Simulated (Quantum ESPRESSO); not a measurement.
## In2GaAlP4 (one run as intended and one with a planted mistake)

A calculation, not a measurement. The program is pw.x of Quantum ESPRESSO 7.5 (plane-wave density functional theory). The cell is made up: 8 atoms on a zincblende/diamond lattice, with randomly drawn elements, strain and displacements, not relaxed. PseudoDojo standard norm-conserving files (v0.5 for PBE, v0.4.1 for LDA and PBEsol) set the functional; there is no spin polarisation, spin-orbit coupling or dispersion term, and the masses in the input are unused placeholders.

Intended input:

```
&control calculation='scf', pseudo_dir='./dojo.nc.sr.pbe.v0_5.standard.upf', outdir='./o', disk_io='medium', tprnfor=.true., tstress=.true. /
&system ibrav=0, nat=8, ntyp=4, nbnd=37, ecutwfc=79.96652505, nosym=.true., tot_charge=0,
 occupations='smearing', smearing='fd', degauss=0.0018374661
/
&electrons conv_thr=7.350e-09, electron_maxstep=60, /
ATOMIC_SPECIES
Al 1.0 Al.upf
Ga 1.0 Ga.upf
In 1.0 In.upf
P 1.0 P.upf
CELL_PARAMETERS angstrom
5.5601 -0.007 0.034
-0.007 5.6249 0.0078
0.034 0.0078 5.5105
ATOMIC_POSITIONS angstrom
In -0.0163 -0.0286 -0.0254
Ga -0.058 2.8217 2.8173
In 2.7326 -0.0453 2.8638
Al 2.7377 2.8583 0.0113
P 1.3468 1.429 1.3972
P 1.3682 4.1968 4.1111
P 4.2351 1.3739 4.0805
P 4.1977 4.2648 1.4341
K_POINTS automatic
4 4 4 1 1 1
```

The log is shortened where brackets say so; the opening notice, blank lines, dates and the lines on written files are dropped, and the path of the files is cut. It prints rydbergs, bohrs and kilobars, and counts compression as positive stress.

Log of the intended run:

```
     Program PWSCF v.7.5
     Parallel version (MPI & OpenMP), running on       1 processor cores
     Number of MPI processes:                 1
     Threads/MPI process:                     1
     [start-up lines left out]
     bravais-lattice index     =            0
     lattice parameter (alat)  =      10.5073  a.u.
     unit-cell volume          =    1162.9662 (a.u.)^3
     number of atoms/cell      =            8
     number of atomic types    =            4
     number of electrons       =        62.00
     number of Kohn-Sham states=           37
     kinetic-energy cutoff     =      79.9665  Ry
     charge density cutoff     =     319.8661  Ry
     scf convergence threshold =      7.3E-09
     mixing beta               =       0.7000
     number of iterations used =            8  plain     mixing
     Exchange-correlation= PBE
                           (   1   4   3   4   0   0   0)
     [axes and pseudopotential details left out]
   Cartesian axes
     site n.     atom                  positions (alat units)
         1        In     tau(   1) = (  -0.0029315  -0.0051437  -0.0045682  )
         2        Ga     tau(   2) = (  -0.0104313   0.5074810   0.5066896  )
         3        In     tau(   3) = (   0.4914564  -0.0081472   0.5150526  )
         4        Al     tau(   4) = (   0.4923736   0.5140635   0.0020323  )
         5        P      tau(   5) = (   0.2422211   0.2570048   0.2512855  )
         6        P      tau(   6) = (   0.2460699   0.7547919   0.7393788  )
         7        P      tau(   7) = (   0.7616801   0.2470951   0.7338754  )
         8        P      tau(   8) = (   0.7549537   0.7670216   0.2579220  )
     number of k points=    32  Fermi-Dirac smearing, width (Ry)=  0.0018
                       cart. coord. in units 2pi/alat
        k(    1) = (   0.1243925   0.1235436   0.1251852), wk =   0.0625000
        k(    2) = (   0.1228494   0.1231919   0.3774504), wk =   0.0625000
     [further k points left out]
     Dense  grid:   112369 G-vectors     FFT dimensions: (  60,  64,  60)
     Estimated max dynamical RAM per process >     149.41 MB
     Initial potential from superposition of free atoms
     starting charge      61.9865, renormalised to      62.0000
     Starting wfcs are   47 randomized atomic wfcs
     total cpu time spent up to now is       18.0 secs
     per-process dynamical memory:    95.6 Mb
     Self-consistent Calculation
     iteration #  1     ecut=    79.97 Ry     beta= 0.70
     Davidson diagonalization with overlap
     ethr =  1.00E-02,  avg # of iterations =  4.2
     Threshold (ethr) on eigenvalues was too large:
     Diagonalizing with lowered threshold
     Davidson diagonalization with overlap
     ethr =  6.15E-04,  avg # of iterations =  2.0
     total cpu time spent up to now is       94.4 secs
     total energy              =    -478.79547279 Ry
     estimated scf accuracy    <       0.39379854 Ry
     iteration #  2     ecut=    79.97 Ry     beta= 0.70
     Davidson diagonalization with overlap
     ethr =  6.35E-04,  avg # of iterations =  2.1
     total cpu time spent up to now is      130.2 secs
     total energy              =    -478.89748078 Ry
     estimated scf accuracy    <       0.07458531 Ry
     [iterations 3 to 8 left out]
     iteration #  9     ecut=    79.97 Ry     beta= 0.70
     Davidson diagonalization with overlap
     ethr =  1.67E-10,  avg # of iterations =  4.9
     total cpu time spent up to now is      414.8 secs
     total energy              =    -478.91117440 Ry
     estimated scf accuracy    <       0.00000004 Ry
     iteration # 10     ecut=    79.97 Ry     beta= 0.70
     Davidson diagonalization with overlap
     ethr =  6.70E-11,  avg # of iterations =  2.0
     total cpu time spent up to now is      451.3 secs
     End of self-consistent calculation
     [lines on levels left out]
!    total energy              =    -478.91117440 Ry
     estimated scf accuracy    <          4.8E-09 Ry
     smearing contrib. (-TS)   =      -0.00000000 Ry
     internal energy E=F+TS    =    -478.91117440 Ry
     The total energy is F=E-TS. E is the sum of the following terms:
     one-electron contribution =    -195.74903199 Ry
     hartree contribution      =     140.19194782 Ry
     xc contribution           =    -141.00052995 Ry
     ewald contribution        =    -282.35356028 Ry
     convergence has been achieved in  10 iterations
     Forces acting on atoms (cartesian axes, Ry/au):
     atom    1 type  3   force =     0.01571873    0.03198907    0.00766541
     atom    2 type  2   force =     0.01817240    0.00351310   -0.04219876
     atom    3 type  3   force =     0.01722311    0.04447967   -0.06264703
     atom    4 type  1   force =     0.01957698   -0.02069920    0.00991935
     atom    5 type  4   force =     0.01792336    0.05657224    0.00092463
     atom    6 type  4   force =    -0.01583939   -0.09965627    0.03657165
     atom    7 type  4   force =    -0.03576932    0.07446650    0.04459068
     atom    8 type  4   force =    -0.03700588   -0.09066510    0.00517407
     Total force =     0.209843     Total SCF correction =     0.000266
     Computing stress (Cartesian axis) and pressure
          total   stress  (Ry/bohr**3)                   (kbar)     P=       91.17
   0.00063820   0.00017381  -0.00016864           93.88       25.57      -24.81
   0.00017381   0.00057803  -0.00012964           25.57       85.03      -19.07
  -0.00016864  -0.00012964   0.00064305          -24.81      -19.07       94.60
     init_run     :     16.86s CPU     17.75s WALL (       1 calls)
     electrons    :    418.43s CPU    433.33s WALL (       1 calls)
     forces       :      6.17s CPU      6.23s WALL (       1 calls)
     stress       :     22.43s CPU     22.61s WALL (       1 calls)
     [timing details left out]
     PWSCF        :   7m44.29s CPU   8m 0.54s WALL
     JOB DONE.
```

A second run has one planted mistake: the k-point mesh is too coarse. The input lines that differ, file-writing options aside:

```
- 4 4 4 1 1 1
+ 2 2 2 1 1 1
```

Its log:

```
     Program PWSCF v.7.5
     Parallel version (MPI & OpenMP), running on       1 processor cores
     Number of MPI processes:                 1
     Threads/MPI process:                     1
     [start-up lines left out]
     bravais-lattice index     =            0
     lattice parameter (alat)  =      10.5073  a.u.
     unit-cell volume          =    1162.9662 (a.u.)^3
     number of atoms/cell      =            8
     number of atomic types    =            4
     number of electrons       =        62.00
     number of Kohn-Sham states=           37
     kinetic-energy cutoff     =      79.9665  Ry
     charge density cutoff     =     319.8661  Ry
     scf convergence threshold =      7.3E-09
     mixing beta               =       0.7000
     number of iterations used =            8  plain     mixing
     Exchange-correlation= PBE
                           (   1   4   3   4   0   0   0)
     [axes and pseudopotential details left out]
   Cartesian axes
     site n.     atom                  positions (alat units)
         1        In     tau(   1) = (  -0.0029315  -0.0051437  -0.0045682  )
         2        Ga     tau(   2) = (  -0.0104313   0.5074810   0.5066896  )
         3        In     tau(   3) = (   0.4914564  -0.0081472   0.5150526  )
         4        Al     tau(   4) = (   0.4923736   0.5140635   0.0020323  )
         5        P      tau(   5) = (   0.2422211   0.2570048   0.2512855  )
         6        P      tau(   6) = (   0.2460699   0.7547919   0.7393788  )
         7        P      tau(   7) = (   0.7616801   0.2470951   0.7338754  )
         8        P      tau(   8) = (   0.7549537   0.7670216   0.2579220  )
     number of k points=     4  Fermi-Dirac smearing, width (Ry)=  0.0018
                       cart. coord. in units 2pi/alat
        k(    1) = (   0.2487849   0.2470872   0.2503704), wk =   0.5000000
        k(    2) = (   0.2518710   0.2477907  -0.2541600), wk =   0.5000000
     [further k points left out]
     Dense  grid:   112369 G-vectors     FFT dimensions: (  60,  64,  60)
     Estimated max dynamical RAM per process >     149.41 MB
     Initial potential from superposition of free atoms
     starting charge      61.9865, renormalised to      62.0000
     Starting wfcs are   47 randomized atomic wfcs
     total cpu time spent up to now is        5.2 secs
     per-process dynamical memory:    94.0 Mb
     Self-consistent Calculation
     iteration #  1     ecut=    79.97 Ry     beta= 0.70
     Davidson diagonalization with overlap
     ethr =  1.00E-02,  avg # of iterations =  4.0
     Threshold (ethr) on eigenvalues was too large:
     Diagonalizing with lowered threshold
     Davidson diagonalization with overlap
     ethr =  6.61E-04,  avg # of iterations =  2.0
     total cpu time spent up to now is       16.1 secs
     total energy              =    -478.75715999 Ry
     estimated scf accuracy    <       0.42083268 Ry
     iteration #  2     ecut=    79.97 Ry     beta= 0.70
     Davidson diagonalization with overlap
     ethr =  6.79E-04,  avg # of iterations =  2.0
     total cpu time spent up to now is       21.5 secs
     total energy              =    -478.86605390 Ry
     estimated scf accuracy    <       0.07601789 Ry
     [iterations 3 to 8 left out]
     iteration #  9     ecut=    79.97 Ry     beta= 0.70
     Davidson diagonalization with overlap
     ethr =  2.02E-10,  avg # of iterations =  5.0
     total cpu time spent up to now is       61.3 secs
     total energy              =    -478.87960315 Ry
     estimated scf accuracy    <       0.00000005 Ry
     iteration # 10     ecut=    79.97 Ry     beta= 0.70
     Davidson diagonalization with overlap
     ethr =  7.44E-11,  avg # of iterations =  2.0
     total cpu time spent up to now is       65.9 secs
     End of self-consistent calculation
     [lines on levels left out]
!    total energy              =    -478.87960315 Ry
     estimated scf accuracy    <          7.2E-09 Ry
     smearing contrib. (-TS)   =      -0.00000000 Ry
     internal energy E=F+TS    =    -478.87960315 Ry
     The total energy is F=E-TS. E is the sum of the following terms:
     one-electron contribution =    -195.77298899 Ry
     hartree contribution      =     140.27890620 Ry
     xc contribution           =    -141.03196007 Ry
     ewald contribution        =    -282.35356028 Ry
     convergence has been achieved in  10 iterations
     Forces acting on atoms (cartesian axes, Ry/au):
     atom    1 type  3   force =     0.01579029    0.03238906    0.00780139
     atom    2 type  2   force =     0.01848729    0.00312785   -0.04273975
     atom    3 type  3   force =     0.01783126    0.04494868   -0.06335788
     atom    4 type  1   force =     0.01924539   -0.02101577    0.01009627
     atom    5 type  4   force =     0.01796096    0.05725061    0.00077293
     atom    6 type  4   force =    -0.01570489   -0.10035006    0.03728106
     atom    7 type  4   force =    -0.03604008    0.07518987    0.04489169
     atom    8 type  4   force =    -0.03757022   -0.09154024    0.00525429
     Total force =     0.211891     Total SCF correction =     0.000242
     Computing stress (Cartesian axis) and pressure
          total   stress  (Ry/bohr**3)                   (kbar)     P=       94.49
   0.00066108   0.00017229  -0.00016753           97.25       25.34      -24.65
   0.00017229   0.00059994  -0.00012752           25.34       88.25      -18.76
  -0.00016753  -0.00012752   0.00066604          -24.65      -18.76       97.98
     init_run     :      4.62s CPU      4.92s WALL (       1 calls)
     electrons    :     57.89s CPU     60.75s WALL (       1 calls)
     forces       :      1.23s CPU      1.28s WALL (       1 calls)
     stress       :      3.86s CPU      3.94s WALL (       1 calls)
     [timing details left out]
     PWSCF        :   1m 7.89s CPU   1m11.30s WALL
     JOB DONE.
```

```
                                            intended run  run with the mistake
                          free energy (eV)     -6515.918             -6515.489
                    smearing term -TS (eV)        0.0000                0.0000
                            pressure (GPa)          9.12                  9.45
            largest force component (eV/Å)         2.562                 2.580
largest change of a force component (eV/Å)                               0.023
                                iterations            10                    10
```

For scale, a rerun of the intended cell at 1377 eV and a 6 x 6 x 6 mesh moved values by no more than 0.008 eV in energy, 0.02 GPa in stress and 0.002 eV/Å in force.